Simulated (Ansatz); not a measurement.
**Run on GdBi (Fm-3m) — spiral at q = 0**

These are results of DFT, LDA, all-electron LAPW, scalar-relativistic in Ansatz, not measurements.

Command: `ansatz run input.yaml --threads 2 --pin off --max-ram 5120MiB --backend cpu --events-out ev --progress --plain --runs-dir out`

```yaml
crystal:
  lattice:
    - [0.0, 3.1941487437, 3.1941487437]
    - [3.1941487437, 0.0, 3.1941487437]
    - [3.1941487437, 3.1941487437, 0.0]
  atoms:
    - { symbol: Gd, position: [0.0, 0.0, 0.0], spin: 6.9, spin_axis: [1.0, 0.0, 0.0] }
    - { symbol: Bi, position: [0.5, 0.5, 0.5] }
magnetization:
  noncollinear: true
  spin_spiral: { q: [0.0, 0.0, 0.0] }
kpoints:
  mp_grid: { grid: [8, 8, 8] }
scf:
  occupations: { method: fermi_dirac, width: 0.08 }
hamiltonian:
  xc: lda
  pseudopotentials: { kind: all_electron, lapw: { basis_error: 0.0005 } }
output:
  eigenvalues: false
```

Output:

```
settings of this run that can trade accuracy for cost: output.eigenvalues: false. Do not mix this run's numbers with those of runs without the same settings; the input reference describes each key
LAPW: plane waves up to 7.523 Å⁻¹, error target 5.0e-4 eV per atom; small_component_spin mean_spin; Gd in spheres of 1.619 Å, 34 of its electrons in bands, Dirac shells []; Bi in spheres of 1.575 Å, 37 of its electrons in bands, Dirac shells [] (how accurate: hamiltonian.pseudopotentials.lapw.basis_error, Limitations)
Engine: ansatz 0.2.0
Pseudopotentials: kind: all_electron
Pseudopotential: Gd, LAPW, valence charge 34, lapw/all_electron/scalar/gaussian/Gd, Koelling and Harmon's equation, gaussian nucleus
Pseudopotential: Bi, LAPW, valence charge 37, lapw/all_electron/scalar/gaussian/Bi, Koelling and Harmon's equation, gaussian nucleus
Functional definition: SPW92
  exchange = slater_x
  correlation = pw_c
Crystal: 2 atoms, lattice volume = 65.177 Å³
Basis set: ecut = 215.6193255606205 eV, 459 PW (Γ), exchange–correlation at level 2
Bands: 86, of which v1, the nominal top of the filled ones, is band 71 counted from 1 (70 counted from 0)
Symmetry: 48 space group operations
k-points: 29 of 512
Spin spiral: q = (0, 0, 0) of the reciprocal vectors; moments are told in the frame that turns with it, a site's in that at the site
Non-local potential: Gd, projectors of the file, none
Non-local potential: Bi, projectors of the file, none
Initial density: superposition of atomic densities (chi_scale 0.1, normalization cell, long waves kept (reshape's long-wave potential 0.00 eV rms))
Starting moments: Σ|m| = 6.9 μB on 1 of 2 sites
Initial wavefunctions: plane waves of lowest kinetic energy (no species holds an atomic orbital)
Functional: x = slater, c = lda
iter 1 solved again at ethr=1.88e-4 eV; its pass at ethr=1.00e-1 eV (dr2=1.33e-1 eV) is discarded
SCF iter   1: F=—  HF=-891885.740275 eV  |F-HF|=—  |Δ(HF+E_count)|=         —  Δρ=1.19e-2  dr2=1.33e-1  dr2_m=6.56e-3  ethr=1.88e-4  |M|=6.67e0 ∫|m|=6.71e0 μB  β_m=0.30  ⟨swp⟩=2.8  Hψ=15240  notcnv=0
preconditioner: auto → Kerker (q_TF=auto, 2.767 Å⁻¹)  [metal: Δε(μ)=0.135 eV  Ē_g=14.891 eV  σ=0.080 eV  W_gap=0.39  n_scr=14 (ndim 8)  ℏωp=25.6 eV  f_vac=0.047  D(μ)=2.83/eV (n_scr^D=26)]
spin=Noncollinear: Kerker preconditioning applied to the charge; magnetization (m_x, m_y, m_z) channels mix plain (no charge-response kernel on spin).
[...]
SCF iter  18: F=-891885.519629 eV  HF=-891885.519629 eV  |F-HF|=6.14e-8  |Δ(HF+E_count)|=   2.47e-8  Δρ=4.09e-6  dr2=3.04e-8  dr2_m=2.81e-10  ethr=1.64e-10  |M|=6.94e0 ∫|m|=7.03e0 μB  ⟨swp⟩=2.0  Hψ=7791  notcnv=0
SCF 1 converged in 18 iterations: F = -891885.519629 eV  dr2 = 3.04e-8
WARN: this state was not checked for a lower one beside it: the run's test of it (scf.lower_state_search) could not run behind this SCF: none is made under non-collinear spin (noncollinear)
SCF converged after 18 iterations
Magnetization: |M| = 6.9372 μB,  M = (+6.9372, -0.0000, +0.0000) μB
Absolute magnetization: 7.0331 μB (∫|m|)
  site 0: m = (+6.9349, +0.0000, +0.0000) μB, |m| = 6.9349 μB  (R = 1.62 Å)
  site 1: m = (-0.0454, -0.0000, +0.0000) μB, |m| = 0.0454 μB  (R = 1.58 Å)
Free energy (F): -891885.519629 eV
Harris-Foulkes:  -891885.519629 eV  (|F-HF|=6.14e-8)
Internal energy: -891885.499252 eV  (E = F + TS)
E sigma→0 (E₀):  -891885.509441 eV
Entropy (-TS):   -0.020378 eV (-10.189 meV/atom)
Fermi energy:    13.972000 eV
--- Per-component energies (eV) ---
  E_band       = -5422.508920
  E_kinetic    = 1010539.861259
  E_xc         = -17091.674982
  E_electrostatic = -1885333.685529  (all electrons and nuclei)
  E_smearing   = -0.020378  (= −TS)
  E_closure    = 0.000000  (closes the sum)
  E_atoms      = -891864.674597  (free atoms, spherical and without spin; not in F)
  Σ components = -891885.519629   (vs F -891885.519629, Δ=0.00e0)
  Basis errors (estimates in eV, not in F): energy 1.8e-4 per atom: plane waves 1.5e-4 (8.1e-5 summed), levels above the bands 9.8e-14, relativity 6.5e-9, radial functions 2.5e-5, core shells 8.0e-8; eigenvalues (radial functions only) 9.3e-7; not estimated: angular momenta, meshes, grids; target (lapw.basis_error) 5.0e-4; muffin-tin radii Gd 1.619 Å, Bi 1.575 Å
settings of this run that can trade accuracy for cost: output.eigenvalues: false. Do not mix this run's numbers with those of runs without the same settings; the input reference describes each key
```

Site moments (μB): Gd1 6.93, Bi2 -0.05. Cell moment 6.94 μB in the turning frame.

Without U a semilocal functional puts the f levels too near the Fermi level, which can change moments and the order of magnetic states; site and cell moments are spin moments. Spin–orbit coupling is left out although heavy atoms are present. In at least one run the program's final test of stability wasn't made or came to no verdict. With open f shells a run can end in a state that isn't the lowest. None of this fixes the real material's magnetic order: only patterns that fit the cell were computed, without spin fluctuations and on one mesh and smearing, with a functional that can overstate moments.

It took 2.9 min on 2 threads of Arm Neoverse V1, on a shared host, peak memory 0.81 GiB.
